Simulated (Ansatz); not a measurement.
Ni: converged, but where?

System: Ni, a measured crystal structure (space group Fm-3m, primitive cell doubled); the cell holds 2 atoms. Source: COD entry 2100643; it may be a high-temperature, high-pressure or metastable form.

Computed with DFT, r2SCAN, PAW, plane waves, scalar-relativistic (Ansatz).

```yaml
crystal:
  lattice:
    - [0.0, -1.76575, -1.76575]
    - [-3.5315, -1.76575, -1.76575]
    - [0.0, 1.76575, -1.76575]
  atoms:
    - { symbol: Ni, position: [0.0, 0.0, 0.0], spin: 2.0 }
    - { symbol: Ni, position: [0.0, 0.5, 0.5], spin: 2.0 }
magnetization:
  spin_polarized: true
hamiltonian:
  xc: r2scan
  pseudopotentials: { kind: paw }
basis:
  ecutwfc: 500
kpoints:
  mp_grid: { grid: [13, 8, 11] }
scf:
  occupations: { method: fermi_dirac, width: 0.1 }
  lower_state_search: "off"
  algorithm: density_mixing
  mixing: { spin_hold: "off" }
output:
  forces: true
  stress: true
```

Wall time and machine: 37 s on 2 threads of Intel(R) Xeon(R) Platinum 8375C CPU @ 2.90GHz (shared host), peak memory 0.66 GiB.

The end of the output:

```
SCF converged after 15 iterations
Magnetization: 1.4933 μB (18.7466 up, 17.2534 down)
Absolute magnetization: 1.8434 μB (∫|ρ↑−ρ↓|, with the PAW one-centre terms)
Spin contamination: 0.0440 ħ² per cell (⟨S²⟩ above its minimum at these occupations)
Per-site moments (μB) at R_I (Å): [(0.8155, 1.0300), (0.8155, 1.0300)]
Free energy (F): -11690.590061 eV
Harris-Foulkes:  -11690.590060 eV  (|F-HF|=1.98e-7)
Internal energy: -11690.504025 eV  (E = F + TS)
E sigma→0 (E₀):  -11690.547043 eV
Entropy (-TS):   -0.086036 eV (-43.018 meV/atom)
Fermi energy:    17.838634 eV
--- Forces (eV/Å), atoms counted from 1 ---
  atom   1  Ni     0.00000000     0.00000000     0.00000000
  atom   2  Ni     0.00000000     0.00000000     0.00000000
--- Stress (GPa, compression-positive) ---
       -8.717647       0.019521       0.019521
        0.019518      -8.774970      -0.153843
        0.019518      -0.153843      -8.774970
  P = ⅓ Tr σ = -8.7559 GPa (-87.559 kbar)
```

The mesh has less symmetry than the lattice, which lowers the symmetry of the run.

r2SCAN tends to overstate moments and magnetic energies in itinerant metals.

Site moments are taken inside atomic spheres and don't add up to the total.

Problem. Has the SCF ended in the lowest solution? If not, by how much is it too high?

Solution. As far as the runs go, yes: it is the lowest of 3 states reached by 13 converged runs, and the next lies 101 meV/atom higher (antiferromagnetic, site moments Ni1 0.24, Ni2 -0.24 μB, total 0.00 μB per cell, no gap on the k-mesh). That doesn't prove a ground state. States within about 5 meV/atom are too close for this mesh, smearing and search to settle their order. This multiple of the primitive cell fits some opposed orders; other multiples fit others. Only collinear orders within this cell were tried; the true ground state may need a larger cell.
